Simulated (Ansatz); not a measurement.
Cd (hcp, Mg type)

```xyz
2
Lattice="3.0159 0.0000 0.0000 -1.5080 2.6119 0.0000 0.0000 0.0000 5.8216" Properties=species:S:1:pos:R:3 pbc="T T T"
Cd     0.0000     1.7412     4.3662
Cd     1.5080     0.8706     1.4554
```

The slice is a (0001) plane (indices of the conventional cell) through the point (0.667, 0.333, 0.250) (fractional), spanned by u = [110] and v = [1 -1 0] in vectors of this cell: u (3.02 Å) and v (5.22 Å, at 90° to u). It covers one period; positions are fractions (u, v).

Level of theory: PBE (plane waves to 420 eV, PAW, scalar-relativistic; Ansatz, a program for electronic structure). k mesh 18×18×8. These are valence fields of a PAW run, semicore shells included where kept as valence: close to a nucleus they are smooth pseudo fields. Cd was relaxed with its symmetry unable to fall. The PAW data are Ansatz's earlier set. The relaxed volume of Cd is well above the measured one; the method has no dispersion term.

Three fields on this plane, each scaled to ten steps between its own extremes (0 low, 9 high; the total valence density on a logarithmic scale, the potential cut 8 eV below its top; x marks points blanked near nuclei; v = 0 in the bottom row):

Map A
```
|xxxxxx62126xxxxx|
|xxxxx9521259xxxx|
|xxxxx7310137xxxx|
|xxxx842000248xxx|
|xx9752100012579x|
|6654211000112456|
|2222222222222222|
|1111245666542111|
|0012579xxx975210|
|00248xxxxxxx8420|
|0137xxxxxxxxx731|
|1259xxxxxxxxx952|
|126xxxxxxxxxxx62|
|236xxxxxxxxxxx63|
|126xxxxxxxxxxx62|
|1259xxxxxxxxx952|
|0137xxxxxxxxx731|
|00248xxxxxxx8420|
|0012579xxx975210|
|0011245666542110|
|2222222222222222|
|6654211111112456|
|xx9752100012579x|
|xxxx842000248xxx|
|xxxxx7310137xxxx|
|xxxxx9521259xxxx|
|xxxxxx62126xxxxx|
|xxxxxx63236xxxxx|
```

Map B
```
|xxxxxx01310xxxxx|
|xxxxx3013103xxxx|
|xxxxx1034301xxxx|
|xxxx101454101xxx|
|xx2101356531012x|
|0000133444331000|
|1123321111123321|
|7653100000001356|
|9851013xxx310158|
|97201xxxxxxx1027|
|7400xxxxxxxxx004|
|5202xxxxxxxxx202|
|310xxxxxxxxxxx01|
|310xxxxxxxxxxx01|
|310xxxxxxxxxxx01|
|3103xxxxxxxxx301|
|4301xxxxxxxxx103|
|54101xxxxxxx1014|
|6531012xxx210135|
|4433100000001334|
|1112332111233211|
|0000135676531000|
|xx3101589851013x|
|xxxx102797201xxx|
|xxxxx0047400xxxx|
|xxxxx2025202xxxx|
|xxxxxx01310xxxxx|
|xxxxxx01310xxxxx|
```

Map C
```
|xxxxxx37873xxxxx|
|xxxxx0478740xxxx|
|xxxxx0689860xxxx|
|xxxx057999750xxx|
|xx0047899987400x|
|2246788999887642|
|7777877777778777|
|9988764222467889|
|9987500xxx005789|
|99750xxxxxxx0579|
|9861xxxxxxxxx168|
|8740xxxxxxxxx047|
|873xxxxxxxxxxx37|
|862xxxxxxxxxxx26|
|873xxxxxxxxxxx37|
|8740xxxxxxxxx047|
|9860xxxxxxxxx068|
|99750xxxxxxx0579|
|9987400xxx004789|
|9988764222467889|
|7777877777778777|
|2246788999887642|
|xx0057899987500x|
|xxxx057999750xxx|
|xxxxx1689861xxxx|
|xxxxx0478740xxxx|
|xxxxxx37873xxxxx|
|xxxxxx26862xxxxx|
```

**Question.** Assign the maps to these fields: electron localisation function (ELF); valence electron density; electrostatic potential energy of an electron, from the cell's mean.

**Answer.** A is the valence electron density; B is the electron localisation function (ELF); C is the electrostatic potential energy of an electron, from the cell's mean.
